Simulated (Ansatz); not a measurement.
PtW (rock salt, Fm-3m) at seven volumes, the program Ansatz at the PBEsol level (PAW), scaled uniformly. One row is withheld.

```tsv
V (Å³/atom)	P (GPa)
16.009	28.45
16.536	?
17.064	7.95
17.592	0.01
18.120	-6.70
18.648	-12.36
19.175	-17.13
```

Fit the shown pressures and predict the withheld one.

Third-order Birch–Murnaghan: P = (3/2)B₀(x^(7/2) − x^(5/2))[1 + (3/4)(B′ − 4)(x − 1)] with x = (V₀/V)^(2/3). Least squares on the six rows gives V₀ = 17.593 Å³/atom, B₀ = 242.5 GPa, B′ = 4.61. At V = 16.536, x = 1.0422 and P = 17.34 GPa. The run itself gave 17.34 GPa.

The start of the workflow was typed in or built on a structure type; neither database checked (COD, Materials Project) lists it. Whether it is the stable phase at ambient conditions was not checked. The cell was relaxed with PBEsol under the symmetry of its start; its stability against distortions is not shown here. The run is not spin-polarised. Its formation energy is positive at this level, so the cell may be metastable or incomplete. Scalar-relativistic: spin–orbit coupling is off unless named, which matters more the heavier the elements.

Potentials: the earlier of the program's two PAW sets. The files were generated under PBE; for other functionals the program regenerates the frozen cores, and for LDA and PBEsol the local potential too.
